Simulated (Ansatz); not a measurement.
Consider the following.

SnGe$_{3}$:
Space group I4/mmm (No. 139); a = b = 4.362 Å, c = 8.435 Å, α = β = γ = 90.00°

```
atom  site  symmetry       x       y       z
----  ----  --------  ------  ------  ------
Sn      2a     4/mmm  0.0000  0.0000  0.0000
Ge      4d      -4m2  0.0000  0.5000  0.2500
Ge      2b     4/mmm  0.0000  0.0000  0.5000
```
(The calculation used a cell of 4 atoms; values per cell refer to that cell.)

This is the LDA-relaxed structure.

Question: All from plane-wave PAW LDA (Ansatz code), unless another level is named. Estimate the highest zone-centre frequency.

Answer: 117 cm⁻¹.

Question: Next, the bulk modulus (Birch–Murnaghan fit)?

Answer: 71.6 GPa.

The workflow started from a Materials Project entry (that database holds measured and hypothetical structures alike); the Crystallography Open Database copy checked does not list it. Its standing as an ambient phase is unchecked. The LDA relaxation kept the symmetry of its start; phonons show weakly imaginary modes. Its formation energy is positive at this level, so the cell may be metastable or incomplete. As this level gives no gap, phonon frequencies hold no LO–TO term and depend on the k-mesh and smearing (Fermi–Dirac, 0.1 eV here). Scalar-relativistic: spin–orbit coupling is off unless named, which matters more the heavier the elements.

Potentials: the later of the program's two PAW sets.
